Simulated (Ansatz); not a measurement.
**Structures of Ni$_{3}$Pt: which is lowest?**

Plane-wave DFT in Ansatz with scalar-relativistic PAW potentials, cutoff 500 eV, Γ-centred meshes chosen by cell and gap, Gaussian smearing with energies taken to zero width. Every cell was relaxed (cell and atoms) in a run of its own, within the symmetry of its start. Functional: r2SCAN.

Relaxed structures (starts from databases or built by putting these elements on another compound's sites):
A. I4/mmm, 4 atoms in the computed cell, a = 3.628 Å, c = 7.212 Å; sites (symmetry × multiplicity) Ni -4m2 × 4 + 4/mmm × 2, Pt 4/mmm × 2; start: database
B. Pm-3m, 4 atoms in the computed cell, a = 3.623 Å; sites (symmetry × multiplicity) Ni 4/mm.m × 3, Pt m-3m × 1; start: database

Q: Rank them by energy. Could pressure change the order?

A:
```csv
structure,group,E − E(lowest) (meV/atom),V (Å³/atom),gap on mesh (eV)
B,Pm-3m,0.0,11.89,0.00
A,I4/mmm,2.1,11.87,0.00
```

B and A are level within the 5 meV/atom that separate runs leave open. The two lowest differ in volume by under 3 %, too little for a first-order estimate of what pressure does to that pair (other pairs aren't weighed here). Other structures may lie lower than all of these, and vibrations aren't counted.

The state reached may not be the lowest one. Spin-orbit coupling is left out, which matters for the bands of heavy elements. Magnetic cells started from one order each; another order can shift an energy by tens of meV per atom.